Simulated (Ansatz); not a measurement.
# Zone-centre phonons of BiAs at 12.6 GPa: input and output

The calculation used DFT PBE, scalar-relativistic, plane waves, PAW in Ansatz.

Launched with:
```bash
ansatz run input.yaml --threads 1 --pin off --max-ram 1228MiB --backend cpu --events-out ev --progress --plain --runs-dir out
```

Input (bare energies are in eV):
```yaml
crystal:
  lattice:
    - [3.5222, 0.0, 0.0]
    - [0.0, 3.5222, 0.0]
    - [0.0, 0.0, 3.5222]
  atoms:
    - { symbol: Bi, position: [0.0, 0.0, 0.0] }
    - { symbol: As, position: [0.5, 0.5, 0.5] }
basis:
  ecutwfc: 420
kpoints:
  mp_grid: { grid: [12, 12, 12] }
hamiltonian:
  xc: pbe
scf:
  occupations: { method: fermi_dirac, width: 0.15 }
output:
  eigenvalues: true
phonons:
  method: dfpt
  eigenvectors: true
```

Results section of the output:
```
--- Phonons (Γ-DFPT): 2 representative perturbations + reference, on 196 of 1728 k-points (Σ response iterations 6) ---
  k mesh reduced under 8 symmetry operations, with k and −k counted as one. Each operation leaves every solved perturbation unchanged. A smaller set is not used because it would not reduce the number of displacements ...
  ASR residual: 9.897e-5 → 0.000e0 eV/Å²; symmetrization residual: 1.036e-5 eV/Å²
  ASR residual per site (eV/Å²): 6.44e-5 9.90e-5
  Γ frequencies (cm⁻¹): 0.00 0.00 0.00 90.93 90.93 90.93
  non-analytic LO–TO correction: not included (Born effective charges unavailable; polar crystals: no LO–TO splitting at Γ)
```

It took 77 s on 1 thread of Arm Neoverse N1 (shared host), peak memory 0.84 GiB.

The cell is the ideal cubic caesium chloride prototype; whether it is the stable structure of this composition wasn't checked. In a metal, frequencies and elastic constants depend on the k mesh and the smearing, soft modes and shear constants most. Spin–orbit coupling is left out, which can shift energies with elements as heavy as these.